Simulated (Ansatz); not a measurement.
BeTe (zinc blende), relaxed with LDA (Ansatz, a program for electronic structure, plane waves, PAW): a = b = c = 5.5545 Å, α = β = γ = 90.00°.

- gap (eV) = 1.79
- ΔH_f (eV/atom) = -0.36
- B₀ by P(V) fit (GPa) = 63.7
- K_Hill (GPa) = 63.8
- G_Hill (GPa) = 43.1
- highest Γ mode, no LO–TO term (cm⁻¹) = 481
- electron conductivity mass (mₑ) = 0.34
- Θ_D (K) = 339

Question: The same phase is relaxed and computed with r²SCAN in the same code. What are the cell and these values now?

Answer: a = b = c = 5.6571 Å, α = β = γ = 90.00°.

- gap (eV) = 2.38
- ΔH_f (eV/atom) = -0.47
- B₀ by P(V) fit (GPa) = 59.3
- K_Hill (GPa) = 59.3
- G_Hill (GPa) = 42.7
- highest Γ mode, no LO–TO term (cm⁻¹) = 455
- electron conductivity mass (mₑ) = 0.35
- Θ_D (K) = 340

All cells were relaxed under the symmetry of their starts (and spin orders); stability against distortions was not tested throughout. Scalar-relativistic: spin–orbit coupling is off unless named, which matters more the heavier the elements.

Potentials: the later of the program's two PAW sets.

Ansatz is a plane-wave DFT program.

Formation energies count from the lowest solids of the elements computed at the same level, not from gases.
